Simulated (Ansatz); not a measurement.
Cu Kα1 powder pattern (kinematic, no thermal factors).
2θ (°) (relative intensity): 34.94 (24), 36.79 (27), 39.65 (100), 51.63 (15), 59.42 (1), 62.65 (17), 68.18 (18), 73.79 (3), 74.92 (19), 76.74 (14), 78.26 (2), 85.41 (3), 88.67 (3)

The pattern is computed from a structure relaxed with DFT PBE, scalar-relativistic, plane waves, PAW in Ansatz 0.2.0. No spin polarisation. Its elements are Ge, Zn.

Q: Give the structure.

A: ZnGe3.
Space group P-6m2 (No. 187). a = 2.963 Å, b = 2.963 Å, c = 9.765 Å, α = 90.00°, β = 90.00°, γ = 120.00°
| atom | site | symmetry | x | y | z |
| --- | --- | --- | --- | --- | --- |
| Zn | 1a | -6m2 | 0.0000 | 0.0000 | 0.0000 |
| Ge | 2h | 3m. | 0.3333 | 0.6667 | 0.2385 |
| Ge | 1b | -6m2 | 0.0000 | 0.0000 | 0.5000 |

A pattern alone doesn't exclude other cells with like lines; this is the one computed.

It was reached by relaxing an invented guess, and it needn't be the stable form of this composition.
